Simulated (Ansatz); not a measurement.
An inverse problem

Cell vectors (Å):

```
3.4854 0.0000 0.0000
0.0000 3.4854 0.0000
0.0000 0.0000 3.4854
```

| atom | a | b | c |
| --- | --- | --- | --- |
| Sc | 0.5000 | 0.5000 | 0.5000 |
| X | 0.0000 | 0.0000 | 0.0000 |

The calculation used PBEsol, all-electron LAPW in Ansatz 0.2.0, scalar-relativistic. k mesh 12×12×12, strains of ±0.003, Fermi-Dirac smearing of 0.100 eV.

Elastic constants of a crystal by Kohn-Sham DFT: slopes of the stress over finite engineering strains of the given cell, Voigt indices, Cartesian axes as in the cell vectors.

| index | elastic (GPa) |
| --- | --- |
| 11 | 94.3 |
| 12 | 65.8 |
| 44 | 63.2 |

**Question.** All X atoms are one element. Which one was computed?

**Answer.** Cd; the crystal is ScCd (Pm-3m, a database entry that needn't be its stable phase).

Keep in mind: responses of metals move with mesh and smearing.
